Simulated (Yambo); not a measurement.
Yambo run on Cs$_{2}$CaH$_{4}$ (space group I4/mmm, No. 139). The wavefunctions are PBEsol (pw.x of Quantum ESPRESSO, ONCV potentials, scalar-relativistic) ones on a 4×4×4 mesh (16 occupied bands); a = 8.4093 Å, b = 8.4093 Å, c = 8.4093 Å, α = 148.23°, β = 148.23°, γ = 45.54°.

Yambo input:

```
rim_cut
HF_and_locXC
RandQpts= 1000000
RandGvec= 1 Ry
EXXRLvcs= 72 Ry
VXCRLvcs= 288 Ry
% QPkrange
 1 | 1 | 16 | 17 |
 3 | 3 | 16 | 17 |
 6 | 6 | 16 | 17 |
 8 | 8 | 16 | 17 |
 11 | 11 | 16 | 17 |
 13 | 13 | 16 | 17 |
%
```

k points by index: 1 = Γ, 3 = X, 6 = N, 8 = P, 11 = (0.25, -0.25, 0.25), 13 = Z.

Resulting energies as the program prints them:

```
#    K-point    Band    Eo [eV]    Ehf [eV]    Vxc [eV]    Vnlxc [eV]
#
    1    16    -0.539765    -3.949191    -10.42056    -13.82999
    1    17    3.937603    7.994054    -7.005689    -2.949238
    3    16    -0.643960    -4.289867    -9.689353    -13.33526
    3    17    3.247575    8.066736    -9.187273    -4.368112
    6    16    0.000000    -3.447565    -10.40186    -13.84943
    6    17    2.846388    7.098202    -7.947457    -3.695643
    8    16    -0.664681    -4.292111    -9.640080    -13.26751
    8    17    3.294816    8.143208    -9.309964    -4.461572
    11    16    -0.031657    -3.484459    -10.33096    -13.78377
    11    17    2.827097    7.050474    -7.843619    -3.620242
    13    16    -0.814841    -4.371349    -9.921714    -13.47822
    13    17    4.519264    8.672887    -7.248619    -3.094996
```
Exchange alone, without screening.

Geometry of the Materials Project entry, not relaxed at this level.

The structure is a Materials Project entry; no match was found in the copy of COD used, and its stability was not checked.
